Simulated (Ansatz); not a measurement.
Starting cell, GaP (zinc blende):

```xyz
2
Lattice="0.0000 2.7259 2.7259 2.7259 0.0000 2.7259 2.7259 2.7259 0.0000" Properties=species:S:1:pos:R:3 pbc="T T T"
P      4.0888     4.0888     4.0888
Ga     0.0000     0.0000     0.0000
```

Scan: atom 2 (Ga, nearest neighbour P at 2.361 Å; its periodic images, 3.9 Å or more away, move with it) is displaced along Cartesian [110], direction (0.707, 0.707, 0.000) in Cartesian axes, by s. The other atoms stay.

Method: r2SCAN (plane waves to 500 eV, PAW, scalar-relativistic; Ansatz, a first-principles code). k mesh 8×8×8 (Γ-centred), Fermi-Dirac smearing 0.05 eV. The energy includes the smearing's −TS. As the smearing reaches across the gap at some points, energies and forces of such displacements shift with the k mesh and the smearing. GaP was relaxed with its symmetry unable to fall. The PAW data are Ansatz's earlier set. ΔE is measured from the undisplaced structure.

Question: Estimate the ΔE (eV/cell) for s (Å) = -0.710, -0.568, -0.284, -0.142, 0.142, 0.426, 0.568, 0.710.

Answer: 
```json
[
 {"s (Å)": "-0.710", "ΔE (eV/cell)": "2.861"},
 {"s (Å)": "-0.568", "ΔE (eV/cell)": "1.764"},
 {"s (Å)": "-0.284", "ΔE (eV/cell)": "0.419"},
 {"s (Å)": "-0.142", "ΔE (eV/cell)": "0.103"},
 {"s (Å)": "0.142", "ΔE (eV/cell)": "0.103"},
 {"s (Å)": "0.426", "ΔE (eV/cell)": "0.963"},
 {"s (Å)": "0.568", "ΔE (eV/cell)": "1.764"},
 {"s (Å)": "0.710", "ΔE (eV/cell)": "2.861"}
]
```

(A displaced cell: forces are minus the slopes of the energy, force constants its curvatures, and phonons follow from these.)
